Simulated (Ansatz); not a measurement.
TaAs (NbAs type, space group I4_1md)

```xyz
4
Lattice="-1.7315 1.7315 5.8665 1.7315 -1.7315 5.8665 1.7315 1.7315 -5.8665" Properties=species:S:1:pos:R:3 pbc="T T T"
Ta     0.0000     0.0000    11.7227
Ta     0.0000     1.7315     2.9229
As     0.0000     0.0000     4.8913
As     1.7315     0.0000     1.9580
```

In this cell atom 2 (Ta, nearest neighbour As at 2.622 Å; its periodic images, 3.5 Å or more away, move with it) is moved by s along Cartesian z, unit vector (0.000, 0.000, 1.000); all other atoms and the cell stay fixed.

Computed with PBE (plane waves to 420 eV, PAW, scalar-relativistic; Ansatz, a quantum-chemistry and plane-wave program). k mesh 15×15×15 (Γ-centred), Fermi-Dirac smearing 0.05 eV. The energy includes the smearing's −TS. With partly filled bands, energies and forces of such displacements shift with the k mesh and the smearing. At this level the bands of TaAs touch or barely overlap. Spin-orbit coupling is left out, though Ta is heavy. TaAs is run without spin polarisation. TaAs was relaxed with its symmetry unable to fall. ΔE is measured from the undisplaced structure. The last digit holds for this mesh only.

```csv
s (Å),ΔE (meV/cell)
-0.260,430.1
-0.208,284.3
-0.156,164.9
-0.104,75.4
-0.052,19.4
0.000,0.0
0.052,20.3
0.104,82.8
0.156,189.5
0.208,341.8
0.260,withheld
```

### Question
Fit a polynomial form (powers 2, 3, 4) to the given rows and predict ΔE at s = 0.260.

### Answer
Least squares on the 10 given rows: ΔE = (7326)·s² + (3193)·s³ + (-1992)·s⁴, in meV/cell with s in Å; root-mean-square residual 0.14 meV/cell. At 0.260 the fit gives 542.3 meV/cell; the calculation gives 541.5 meV/cell, so the extrapolation is off by 0.8 (+0.1 %). The quadratic term alone would give 495.2 meV/cell.

(For displaced atoms, the force is minus the slope of the energy, and its curvature is a force constant, which sets phonon frequencies.)
